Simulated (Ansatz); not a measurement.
Ga:
```
CELL_PARAMETERS angstrom
      2.23927    -3.79776     0.00000
      2.23927     3.79776     0.00000
      0.00000     0.00000     4.48584
ATOMIC_POSITIONS crystal
  Ga 0.65595 0.34405 0.41664
  Ga 0.34405 0.65595 0.58336
  Ga 0.84405 0.15595 0.91664
  Ga 0.15595 0.84405 0.08336
```

Relaxed with PBEsol. Special points in fractions of this cell's reciprocal vectors: Γ (0.000, 0.000, 0.000); Y (-0.500, 0.500, 0.000); C0 (-0.337, 0.663, 0.000); Σ0 (0.337, 0.337, 0.000); Z (0.000, 0.000, 0.500); A0 (0.337, 0.337, 0.500); E0 (-0.337, 0.663, 0.500); T (-0.500, 0.500, 0.500); S (0.000, 0.500, 0.000); R (0.000, 0.500, 0.500).

Task: List the band energies nearest the Fermi level at these points for DFT-PBEsol in the program Ansatz with PAW potentials.

Result: In eV from the Fermi level; about four levels below and three above (degenerate sets whole), none deeper than 8.9 eV; points with the same levels are listed once.

```tsv
k	below	above
Γ	-3.76 -1.76 -1.68 -0.74	0.93 1.00 1.08
Y	-4.10 -3.35 -1.69 -1.55	1.11 1.23 3.46
C0	-1.08 -1.05 -0.14 -0.04	1.04 2.05 2.86
Z	-0.04 -0.04 0.00 0.00	0.10 0.10 2.11 2.11
A0	-6.08 -6.08 -3.70 -3.70	4.19 4.19 5.20 5.20
T	-1.29 -1.29 -0.93 -0.93	6.86 6.86 8.07 8.07
S	-3.43 -3.43 -1.37 -1.37	0.77 0.77 4.25 4.25
R	-6.34 -6.34 -1.55 -1.55	0.55 0.55 7.35 7.35
```

Space group Cmce (α-Ga). The cell was relaxed with PBEsol under the symmetry of its start; of distortions, only those at the zone centre were tested. Scalar-relativistic: spin–orbit coupling is off unless named, which matters more the heavier the elements.

Potentials: the later of the program's two PAW sets.
